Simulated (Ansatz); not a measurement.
# Contact hyperfine fields in MgSc2V2O8

Cell: a Materials Project structure (computed, not necessarily an observed phase), its atoms then relaxed with PBE in this cell.

```
CELL_PARAMETERS angstrom
4.93459 0.00000 0.00000
-1.09910 4.84522 0.00000
-1.93464 -2.39411 7.10229
ATOMIC_POSITIONS crystal
Mg 0.73398 0.98120 0.96462
Sc 0.41179 0.66257 0.32426
Sc 0.56833 0.31705 0.63555
V 0.92825 0.17889 0.35691
V 0.06915 0.81785 0.63732
O 0.72060 0.44952 0.42140
O 0.20103 0.97233 0.42157
O 0.41801 0.08649 0.80075
O 0.88421 0.71154 0.80105
O 0.26502 0.53914 0.56096
O 0.79644 0.02081 0.56105
O 0.62210 0.86778 0.17413
O 0.05191 0.30735 0.17376
```

Atom numbers follow the list; atoms alike are taken as one site, whose name carries the number of the first.

Computed with Ansatz: DFT, r2SCAN, plane waves and PAW, scalar-relativistic, collinear spin, 500 eV cutoff, Γ-centred 5×5×4 k-points, Fermi–Dirac smearing 0.02 eV. Start moments as typed (μB): 1 on each V, none on the rest.

B_c = (2μ₀/3)μB(ρ↑ − ρ↓), with the spin density averaged over the Thomson radius around the nucleus, 7.77 T per e/Å³, positive along the up direction of the run. The valence column is what the valence and semicore waves of the PAW files give as listed; the rest comes from solving these waves and the inner shells again in each spin's potential.

Problem. What moments and contact fields does each site carry?

Solution. The cell's net moment is 2.00 μB; the site moments, counted in spheres around the atoms, add up to 1.53 μB, and the difference lies between the spheres. One atom of each set is listed.

| site | atom | m (μB) | B_c (T) | valence column (T) | rest (T) |
| --- | --- | --- | --- | --- | --- |
| Mg | 1 | 0.00 | 1.9 | 1.9 | 0.1 |
| Sc2 | 2 | 0.01 | 1.7 | 1.7 | -0.1 |
| Sc3 | 3 | 0.01 | 0.8 | 0.8 | -0.1 |
| V4 | 4 | 0.79 | -5.3 | 10.0 | -15.3 |
| V5 | 5 | 0.77 | -5.5 | 9.6 | -15.1 |
| O6 | 6 | -0.02 | -0.3 | -0.6 | 0.4 |
| O7 | 7 | -0.02 | -0.3 | -0.6 | 0.4 |
| O8 | 8 | 0.00 | 0.0 | 0.0 | 0.0 |
| O9 | 9 | 0.00 | 0.0 | 0.0 | 0.0 |
| O10 | 10 | -0.01 | 0.0 | -0.1 | 0.1 |
| O11 | 11 | -0.01 | 0.0 | -0.1 | 0.1 |
| O12 | 12 | 0.00 | 0.0 | 0.1 | -0.1 |
| O13 | 13 | 0.00 | 0.0 | 0.1 | -0.1 |

At this cell the r2SCAN pressure is -5 GPa, so with r2SCAN the cell would shrink if it were relaxed. The entry's cell may itself be off. The program didn't check the stability of this electronic state in full, so a lower one may lie near. All moments on V are parallel here, as they were started; many such compounds order antiparallel, where fields on atoms that lie between magnetic neighbours largely cancel. The magnetic order is the one that the run reached from its start moments, not necessarily the measured one. Semilocal functionals underestimate core polarisation, so for a given moment the contact field on a magnetic ion comes out too small, by up to a factor of two. Orbital and dipolar fields are left out; they are small for half-filled shells and for d³ or d⁸ ions in regular octahedra, but can rival the contact field on other open-shell ions. Fields under about 2 T can be off by more than a tenth.

Hardware: 1 thread of Arm Neoverse V2 (aarch64; 8 cores open to the job, memory cap 3.0 GiB, no GPU), a shared host with a load of 0.5 a core. Wall time 12 min, CPU time 12 min, peak memory 1.9 GiB.
